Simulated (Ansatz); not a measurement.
Trial structure of CdSe4, not yet relaxed:

```xyz
5
Lattice="3.5320 0.0000 0.0000 -1.7660 3.0588 0.0000 0.0000 0.0000 11.3569" Properties=species:S:1:pos:R:3 pbc="T T T"
Cd    0.0000    0.0000    0.0000
Se    0.0000    2.0392    9.8335
Se    0.0000    2.0392    4.2792
Se    1.7660    1.0196    1.5235
Se    1.7660    1.0196    7.0777
```

Level of theory: DFT PBE, scalar-relativistic, plane waves, PAW (Ansatz). Cutoff 420 eV; k points 6×6×2 on the computed 5-atom cell (Γ-centred); Gaussian smearing, width 0.10 eV; no spin polarisation.

Formation energies are uncorrected and refer to the elements' standard structures at the same level.

Question: What does a single point on this coarse mesh give?

Answer: The pressure is 4.7 GPa (the mean over three directions, positive in compression), the largest force is 2.49 eV/Å, and the energy is +0.70 eV/atom against the elements. The shortest distance is 2.55 Å.

Question: How much does it gain on relaxing, and where does it end?

Answer: Relaxing gains about 0.60 eV/atom (the start's value is from the coarse mesh, so the gain is rough) in 15 ionic steps and ends at +0.10 eV/atom on the finer mesh. The symmetry stays P-3m1 (No. 164). The volume per atom shrinks by 4.3 %, from 24.5 to 23.5 Å³. The shortest distance goes from 2.55 Å (Cd–Se) to 2.78 Å (Se–Se). The ratio c/a of the conventional cell changes by a factor of 0.72. Conventional cell: a = 3.889 Å, c = 8.963 Å. Cd is surrounded by 6 Se at 2.80 Å; Se on its first site is surrounded by 3 Cd at 2.80 Å and 3 Se at 3.00 Å; Se on its second site is surrounded by 3 Se at 2.78 Å and 3 Se at 3.00 Å.

The last run used a 12×12×4 mesh (in the run's order of axes) for its 5-atom cell and Gaussian smearing of 0.10 eV. The cell is a metal run without spin; a magnetic state may lie lower. The reference form of Se is held partly by dispersion forces, which this level lacks. The relaxation can't lower the symmetry of the start. Symmetry constrained the relaxation, so the result can be a saddle point. Another cell of CdSe4 relaxed alike, in I4/m, lies 105 meV/atom lower, so this cell isn't the stable form at this level.
